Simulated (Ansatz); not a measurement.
**Phase order of SbMo along its cold isotherm**

All-electron LAPW in Ansatz 0.2.0 under LDA, scalar-relativistic, energies extrapolated to zero smearing. Each structure type was compressed from its own relaxed volume, symmetry kept and shape relaxed on PAW files, and E(V) was fitted to energies and pressures; H = E + pV has no temperature or zero-point term. Only these types were tried: CsCl (Pm-3m, 13×13×13 mesh, 17.37 Å³/atom at rest); rocksalt (Fm-3m, 13×13×13 mesh, 19.88 Å³/atom at rest). Spin polarisation is left out. Spin–orbit coupling is left out; Fermi–Dirac smearing is 0.05 to 0.1 eV. Enthalpies carry a few meV/atom of noise from meshes and fits.

Enthalpies against CsCl:

| p (GPa) | CsCl (meV/atom) | rocksalt (meV/atom) |
| --- | --- | --- |
| 0 | 0 | 573 |
| 29 | 0 | 945 |
| 77 | 0 | 1388 |
| 140 | 0 | 1830 |
| 290 | 0 | 2607 |
| 480 | 0 | 3330 |
| 720 | 0 | 4037 |
| 920 | 0 | 4527 |

(1) What sequence of phases does this give?

Answers

(1) Among the types tried, CsCl is lowest at zero pressure and stays so up to 970 GPa.
